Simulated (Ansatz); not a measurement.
An Ansatz (a quantum-chemistry and plane-wave program) run. Input:

Ansatz 0.2 input:
```yaml
crystal:
  lattice:
    - [3.980034263, 0.0, 0.0]
    - [0.0, 3.980034263, 0.0]
    - [0.0, 0.0, 3.8977344282]
  atoms:
    - { symbol: Ba, position: [0.5, 0.5, 0.5] }
    - { symbol: Ga, position: [0.0, 0.0, 0.0] }
    - { symbol: O, position: [0.5, 0.0, 0.0] }
    - { symbol: O, position: [0.0, 0.5, 0.0] }
    - { symbol: H, position: [0.0, 0.0, 0.5] }
kpoints:
  mp_grid: { grid: [6, 6, 6] }
  band_path:
    path:
      - [[0.0, 0.0, 0.0], [0.0, 0.5, 0.0], [0.5, 0.5, 0.0], [0.0, 0.0, 0.0], [0.0, 0.0, 0.5], [0.0, 0.5, 0.5], [0.5, 0.5, 0.5], [0.0, 0.0, 0.5]]  # Γ-X-M-Γ-Z-R-A-Z
      - [[0.0, 0.5, 0.0], [0.0, 0.5, 0.5]]  # X-R
      - [[0.5, 0.5, 0.0], [0.5, 0.5, 0.5]]  # M-A
      - [VBM, CBM]
    npoints: 8
hamiltonian:
  xc: r2scan
  pseudopotentials: { azcp: { folder: ./paw }, kind: paw_fr }
magnetization: { noncollinear: true, spin_orbit: true }
scf:
  n_extra_bands: 12
  convergence: { dr2_threshold: 0.0000000001 }
  occupations: { method: gaussian, width: 0.01 }
checkpoint: { write: soc.run }
output: { eigenvalues: true }
```

Output (shortened):

```
Pseudopotential: Ba, paw, valence charge 10
Pseudopotential: Ga, paw, valence charge 13
Pseudopotential: O, paw, valence charge 6
Pseudopotential: H, paw, valence charge 1
Functional definition: r2SCAN
non-collinear run that drives no moment, with spin-orbit …
Crystal: 5 atoms, lattice volume = 61.743 Å³
Basis set: ecut = 500 eV, 1551 PW (Γ), exchange–correlation on 120×120×120 points (64 copies of the dense FFT grid, shifted against one another)
Bands: 48, of which v1, the nominal top of the filled ones, is band 36 counted from 1 (35 counted from 0)
Symmetry: 16 space group operations + 16 with time reversal
k-points: 40 of 216
Projection manifold: j_resolved (fully-relativistic pseudo-atomic orbitals)
SCF iter   1: F=—  HF=-10896.522875 eV  |F-HF|=—  |Δ(HF+E_count)|=         —  Δρ=8.69e-2  dr2=3.40e0  dr2_τ=7.90e-3  dr2_m=0.00e0 (ungated)  ethr=3.10e-3  |M|=0.00e0 ∫|m|=0.00e0 μB  |m|>n=0.0e0 m-floor=0.0e0 τ_xc=0.0e0  β_m=0.30  ⟨swp⟩=9.3  Hψ=5572  notcnv=0  defer=32
preconditioner: auto → Resta (q_TF=auto, 2.494 Å⁻¹)
spin=Noncollinear: Resta preconditioning applied to the charge; magnetization (m_x, m_y, m_z) channels mix plain (no charge-response kernel on spin).
SCF iter   2: F=—  HF=-10896.287394 eV  |F-HF|=—  |Δ(HF+E_count)|=   2.35e-1  Δρ=5.47e-2  dr2=1.34e0  dr2_τ=8.05e-3  dr2_m=0.00e0 (ungated)  ethr=3.10e-3  |M|=0.00e0 ∫|m|=0.00e0 μB  |m|>n=0.0e0 m-floor=0.0e0 τ_xc=0.0e0  β_m=0.52  ⟨swp⟩=2.3  Hψ=1511  notcnv=0  defer=228
SCF iter   3: F=—  HF=-10896.112491 eV  |F-HF|=—  |Δ(HF+E_count)|=   1.75e-1  Δρ=1.99e-2  dr2=1.91e-1  dr2_τ=4.83e-3  dr2_m=0.00e0 (ungated)  ethr=3.10e-3  |M|=0.00e0 ∫|m|=0.00e0 μB  |m|>n=0.0e0 m-floor=0.0e0 τ_xc=0.0e0  β_m=0.57  ⟨swp⟩=2.6  Hψ=1391  notcnv=0  defer=228
SCF iter   4: F=—  HF=-10896.097054 eV  |F-HF|=—  |Δ(HF+E_count)|=   1.54e-2  Δρ=3.40e-3  dr2=5.46e-3  dr2_τ=7.47e-5  dr2_m=0.00e0 (ungated)  ethr=5.31e-4  |M|=0.00e0 ∫|m|=0.00e0 μB  |m|>n=0.0e0 m-floor=0.0e0 τ_xc=0.0e0  β_m=0.77  ⟨swp⟩=3.7  Hψ=1824  notcnv=0  defer=228
SCF iter   5: F=—  HF=-10896.098663 eV  |F-HF|=—  |Δ(HF+E_count)|=   1.61e-3  Δρ=1.03e-3  dr2=4.08e-4  dr2_τ=6.02e-6  dr2_m=0.00e0 (ungated)  ethr=1.52e-5  |M|=0.00e0 ∫|m|=0.00e0 μB  |m|>n=0.0e0 m-floor=0.0e0 τ_xc=0.0e0  β_m=0.67  ⟨swp⟩=3.2  Hψ=1842  notcnv=0  defer=226
SCF iter   6: F=—  HF=-10896.098242 eV  |F-HF|=—  |Δ(HF+E_count)|=   4.22e-4  Δρ=3.53e-4  dr2=4.89e-5  dr2_τ=1.33e-6  dr2_m=0.00e0 (ungated)  ethr=1.13e-6  |M|=0.00e0 ∫|m|=0.00e0 μB  |m|>n=0.0e0 m-floor=0.0e0 τ_xc=0.0e0  β_m=0.76  ⟨swp⟩=2.0  Hψ=1640  notcnv=0  defer=226
SCF iter   7: F=—  HF=-10896.098266 eV  |F-HF|=—  |Δ(HF+E_count)|=   2.40e-5  Δρ=8.39e-5  dr2=2.97e-6  dr2_τ=4.73e-8  dr2_m=0.00e0 (ungated)  ethr=1.36e-7  |M|=0.00e0 ∫|m|=0.00e0 μB  |m|>n=0.0e0 m-floor=0.0e0 τ_xc=0.0e0  β_m=0.88  ⟨swp⟩=2.9  Hψ=1582  notcnv=0  defer=226
SCF iter   8: F=—  HF=-10896.098268 eV  |F-HF|=—  |Δ(HF+E_count)|=   1.65e-6  Δρ=1.28e-5  dr2=9.82e-8  dr2_τ=1.83e-9  dr2_m=0.00e0 (ungated)  ethr=8.24e-9  |M|=0.00e0 ∫|m|=0.00e0 μB  |m|>n=0.0e0 m-floor=0.0e0 τ_xc=0.0e0  β_m=0.94  ⟨swp⟩=2.0  Hψ=1584  notcnv=0  defer=226
SCF iter  11: F=-10896.098268 eV  HF=-10896.098268 eV  |F-HF|=7.28e-12  |Δ(HF+E_count)|=  4.55e-11  Δρ=1.29e-7  dr2=8.03e-12  dr2_τ=1.38e-13  dr2_m=0.00e0 (ungated)  ethr=1.00e-12  |M|=0.00e0 ∫|m|=0.00e0 μB  |m|>n=0.0e0 m-floor=0.0e0 τ_xc=0.0e0  ⟨swp⟩=12.7  Hψ=3688  notcnv=0
SCF 1 converged in 11 iterations: F = -10896.098268 eV  dr2 = 8.03e-12
NSCF: frozen V_eff on 40 k-points
NSCF: frozen V_eff on 40 k-points
NSCF: frozen V_eff on 40 k-points
NSCF: frozen V_eff on 5 k-points
NSCF: frozen V_eff on 10 k-points
NSCF: frozen V_eff on 10 k-points
NSCF: frozen V_eff on 10 k-points
NSCF: frozen V_eff on 10 k-points
NSCF: frozen V_eff on 5 k-points
NSCF: frozen V_eff on 5 k-points
NSCF: frozen V_eff on 84 k-points
SCF converged after 11 iterations
Magnetization: |M| = 0.0000 μB,  M = (+0.0000, +0.0000, +0.0000) μB
Absolute magnetization: 0.0000 μB (∫|m|)
  site 0: m = (+0.0000, +0.0000, +0.0000) μB, |m| = 0.0000 μB  (R = 1.15 Å)
  site 1: m = (+0.0000, +0.0000, +0.0000) μB, |m| = 0.0000 μB  (R = 0.80 Å)
  site 2: m = (+0.0000, +0.0000, +0.0000) μB, |m| = 0.0000 μB  (R = 0.82 Å)
  site 3: m = (+0.0000, +0.0000, +0.0000) μB, |m| = 0.0000 μB  (R = 0.82 Å)
  site 4: m = (+0.0000, +0.0000, +0.0000) μB, |m| = 0.0000 μB  (R = 0.80 Å)
Free energy (F): -10896.098268 eV
Harris-Foulkes:  -10896.098268 eV  (|F-HF|=7.28e-12)
Internal energy: -10896.098268 eV  (E = F + TS)
E sigma→0 (E₀):  -10896.098268 eV
Fermi energy:    9.688764 eV
--- Per-component energies (eV) ---
  E_band       = -26.521958
  E_kinetic    = 627.693780
  E_local      = -2384.626435  (includes V_loc(G=0)·N_el)
  E_nonlocal   = 110.849283
  E_hartree    = 1291.111125
  E_xc         = -393.714637
  E_vxc        = -415.213249  (∫ρ·V_xc dr)
  E_paw        = -7554.014170  (= ΣΔE_a)
  E_vpaw       = -570.607130  (= ΣTr[D̂ρ^β])
  E_aug_tail   = 0.000463  (compensation charges beyond the density's cutoff)
  E_vtau       = 23.159025  (kinetic-family band-sum trace: ∫τ·v_τ [+ j·A + Jᵃ·Aᵃ] dr)
  E_ewald      = -2592.765211
  E_core_change = -0.632466  (= ΣΔE_core)
  E_smearing   =  0.000000  (= −TS)
  E_closure    = 0.000000  (closes the sum)
  Σ components = -10896.098268   (vs F -10896.098268, Δ=0.00e0)
  [band-id]    e_kinetic+e_local+e_nonlocal+2·e_hartree+e_vxc+e_vpaw+e_augmentation_tail+e_vtau = -26.522012   (vs E_band -26.521958, Δ=-5.43e-5)
--- Band table (eV; the first three rows and the last of 40) ---
  k-point 0: bands = ["-16.5815", "-16.5815", "-9.0207", "-9.0207", "-8.3651", "-8.3651", "-4.9075", "-4.9075", "-4.6940", "-4.6940", "-4.4609", "-4.4609", "-4.3943", "-4.3943", "-3.5920", "-3.5920", "-2.6664", "-2.6664", "-0.8268", "-0.8268", "-0.6926", …
  k-point 1: bands = ["-16.5428", "-16.5428", "-9.1427", "-9.1427", "-8.3565", "-8.3565", "-4.9042", "-4.9042", "-4.6962", "-4.6962", "-4.4469", "-4.4469", "-4.3966", "-4.3966", "-3.5901", "-3.5901", "-2.5940", "-2.5940", "-0.7436", "-0.7436", "-0.5941", …
  k-point 2: bands = ["-16.4628", "-16.4628", "-9.3840", "-9.3840", "-8.3391", "-8.3391", "-4.8994", "-4.8994", "-4.7009", "-4.7009", "-4.4169", "-4.4169", "-4.4009", "-4.4009", "-3.5860", "-3.5860", "-2.4442", "-2.4442", "-0.5649", "-0.5649", "-0.3641", …
  k-point 39: bands = ["-16.2765", "-16.2765", "-8.3297", "-8.3297", "-8.3230", "-8.3230", "-5.0205", "-5.0205", "-4.9994", "-4.9994", "-4.5835", "-4.5835", "-4.5804", "-4.5804", "-4.5130", "-4.5130", "-3.0620", "-3.0620", "-1.3678", "-1.3678", "-1.3556", …
```

Cost: very roughly 4 core-minutes on shared cores.

Space group P4/mmm. The start of the workflow was typed in or built on a structure type; neither database checked (COD, Materials Project) lists it. Whether it is the stable phase at ambient conditions was not checked. The cell was relaxed with r²SCAN under the symmetry of its start; whether a distortion lowers the energy is not shown.

Potentials: the earlier of the program's two PAW sets.

Ansatz is a plane-wave DFT program.
